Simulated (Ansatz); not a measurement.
Input:

Bi2Se3 (Bi2Te3 type, space group R-3m)

```
Bi2Se3
1.0
    2.07230     1.19644     9.75526
   -2.07230     1.19644     9.75526
    0.00000    -2.39289     9.75526
Bi Se
2 3
Direct
  0.39938   0.39938   0.39938
  0.60062   0.60062   0.60062
  0.00000   0.00000   0.00000
  0.21420   0.21420   0.21420
  0.78580   0.78580   0.78580
```

In this cell atom 4 (Se, nearest neighbour Bi at 2.853 Å; its periodic images, 4.1 Å or more away, move with it) is moved by s along Cartesian z, unit vector (0.000, 0.000, 1.000); all other atoms and the cell stay fixed.

The numbers are results of r2SCAN+rVV10 (plane waves to 500 eV, PAW, scalar-relativistic; Ansatz, a program for electronic structure), not measurements. k mesh 8×8×8 (Γ-centred), Fermi-Dirac smearing 0.05 eV. Energies are smeared free energies. Bi2Se3 was relaxed with its symmetry unable to fall. Spin-orbit coupling is left out, though Bi is heavy. ΔE is measured from the undisplaced structure.

The scan covers s from -0.290 to 0.290 Å in 11 points.

Task: Is this a single well or a double well?

Result: A single well with its minimum at or next to zero displacement.

Task: Is the energy the same for displacements of ±0.290 Å, and if not, which side lies higher?

Result: Not even: the positive side lies higher at ±0.290 Å. With its periodic images moving along, the atom's site symmetry in this cell is 3m.

Task: What is the force constant k = d²E/ds² of this move at s = 0?

Result: 6.72 eV/Å².

(A displaced cell: forces are minus the slopes of the energy, force constants its curvatures, and phonons follow from these.)
